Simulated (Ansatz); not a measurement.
# Mg in BiPbBrO$_{2}$

Level of theory: DFT r2SCAN, scalar-relativistic, plane waves, PAW in Ansatz 0.2.0.

Plane waves to 500 eV, a k mesh through Γ of 8×8×8 on the computed 5-atom cell and Gaussian smearing (0.02 eV); no spin polarisation for the host; each changed cell takes a mesh and smearing chosen by its own gap and starts from the host's moments or customary ones, or runs without spin. Cells and atoms are relaxed to the nearest stationary point that keeps the symmetry of their start (forces under 0.02 to 0.04 eV/Å, stress under 0.1 to 0.2 GPa); energies are at zero smearing, without zero-point or thermal terms.

Relaxed host (gap on the mesh 2.23 eV):

```
CELL_PARAMETERS angstrom
-1.98575 1.98575 6.56825
1.98575 -1.98575 6.56825
1.98575 1.98575 -6.56825
ATOMIC_POSITIONS crystal
Bi 0.33999 0.33999 0.00000
Pb 0.65461 0.65461 0.00000
Br 0.99121 0.99121 0.00000
O 0.75709 0.25709 0.50000
O 0.25709 0.75709 0.50000
```

Cases: (1) 1 Mg in a 1×1×1 repeat of the cell, at (0.833 0.833 0.000) in fractions of that repeat, 2.07 Å from the nearest atom of the relaxed host.

The table gives the energy per Mg taken from Mg metal (negative: uptake is favourable), the mean voltage, the swelling and the final surroundings.

| case | formula | energy per Mg (eV) | mean voltage (V) | ΔV (%) | principal strains (%) | nearest host atoms of the first Mg | gap (eV) |
| --- | --- | --- | --- | --- | --- | --- | --- |
| 1 | MgBiPbBrO2 | -0.57 | 0.28 | +31.6 | +23.5 +3.2 +3.2 | 4 (O) from 2.13 Å | 0.10 |

Each ion keeps what symmetry its start has, so a lower place off a symmetric site can be missed, above all for H.

Voltages count 2 electrons per Mg and hold for the ions inside the host, not for its break-up into other phases.

Relaxed structure of case 1:

```
CELL_PARAMETERS angstrom
-2.04913 2.04913 8.11450
2.04913 -2.04913 8.11450
2.04913 2.04913 -8.11450
ATOMIC_POSITIONS crystal
Bi 0.36521 0.36521 0.00000
Pb 0.57554 0.57554 0.00000
Br 0.01642 0.01642 0.00000
O 0.80407 0.30407 0.50000
O 0.30407 0.80407 0.50000
Mg 0.76802 0.76802 0.00000
```

Spin-orbit coupling is left out. In MgBiPbBrO2 a bond of the host changes by more than 0.6 Å or the volume by a third: the framework has rearranged or swollen or shrunk strongly, and the figure may no longer describe a topotactic step.

Cost: 2 runs of about 9.4 core-minutes in all, on Arm Neoverse V1 (shared hosts).